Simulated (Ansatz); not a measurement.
TaNO in space group Imma (No. 74; Ta on 4e, N on 4e, O on 4e), the program Ansatz at the PBEsol level (PAW), all energies at zero smearing, with the estimated change up to a 700 eV cutoff added, with one set of potentials and settings (totals compare only within such a set). Cell of 6 atoms (2 Ta, 2 N, 2 O): -21499.961 eV.

```json
[
 {"element": "Ta", "reference phase": "Im-3m, 1 atoms in the cell", "E (eV/atom)": "-9807.4091"},
 {"element": "N", "reference phase": "Pa-3, 8 atoms in the cell", "E (eV/atom)": "-378.4910"},
 {"element": "O", "reference phase": "C2/m, 4 atoms in the cell, spin-polarised", "E (eV/atom)": "-558.3609"}
]
```

Formation energy per atom, worked out: (-21499.961 − 2×(-9807.4091) − 2×(-378.4910) − 2×(-558.3609))/6 = -1.906 eV/atom (-184 kJ per mol of atoms), at 0 K, without zero-point energy or fitted corrections.

The start of the workflow was typed in or built on a structure type; neither database checked (COD, Materials Project) lists it. COD files the formula under space group No. 12, 14, 191. Its standing as an ambient phase is unchecked. The cell was relaxed with PBEsol under the symmetry of its start; its stability against distortions is not shown here. The run is not spin-polarised. The references are the lowest solids computed at this level, not always the standard phases (solids in place of the gases). Spin–orbit coupling is left out wherever it is not named.

Potentials: the earlier of the program's two PAW sets. The files were generated under PBE; for other functionals the program regenerates the frozen cores, and for LDA and PBEsol the local potential too.
